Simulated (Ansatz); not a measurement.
The relaxed structure here is a generated cell of K: the first start was made by a random draw of sites in a space group, and the end was not matched to a known phase here, so it may be hypothetical. Known forms of K include space group No. 229.

A relaxed cell of K (Fmmm (No. 69)), relaxed on a k-mesh at least as fine as the one used below. All values below come from PBEsol (plane waves to 420 eV, PAW, scalar-relativistic; Ansatz, a first-principles code). Γ-centred k-mesh 6×6×3 on the run's cell (coarser than for final values), Fermi–Dirac smearing 0.05 eV.

```xyz
6
Lattice="0.0000 4.2424 7.6414 4.0247 0.0000 7.6414 8.0494 8.4849 0.0000" Properties=species:S:1:pos:R:3 pbc="T T T"
K      0.0000     0.0000     0.0000
K      4.0247     4.2424     0.0000
K      0.0000     2.1212     3.8207
K      4.0247     6.3637     3.8207
K      4.0247     2.1212     3.8207
K      8.0494     6.3637     3.8207
```

The atoms are displaced by (Å):

```tsv
atom	ux	uy	uz
K1	0.048	0.220	0.058
K2	0.189	-0.143	-0.100
K3	-0.165	-0.189	0.061
K4	0.003	0.066	0.170
K5	-0.009	-0.014	0.020
K6	-0.001	-0.055	-0.029
```

Problem. What forces (eV/Å) and pressure result?

Solution. 
```json
[
 {"atom": "K1", "Fx": "0.01", "Fy": "-0.03", "Fz": "-0.05"},
 {"atom": "K2", "Fx": "0.02", "Fy": "0.07", "Fz": "0.14"},
 {"atom": "K3", "Fx": "0.10", "Fy": "0.09", "Fz": "0.10"},
 {"atom": "K4", "Fx": "-0.01", "Fy": "-0.12", "Fz": "-0.11"},
 {"atom": "K5", "Fx": "-0.05", "Fy": "-0.01", "Fz": "-0.04"},
 {"atom": "K6", "Fx": "-0.07", "Fy": "0.00", "Fz": "-0.04"}
]
```

Pressure 0.0 GPa.

The undisplaced cell is probably no minimum: from this displacement the run went on to P-1 (No. 2) at a tolerance of 0.01 Å, Immm (No. 71) at 0.1 Å, 0.15 eV/atom below it.

No spin polarisation in the result.
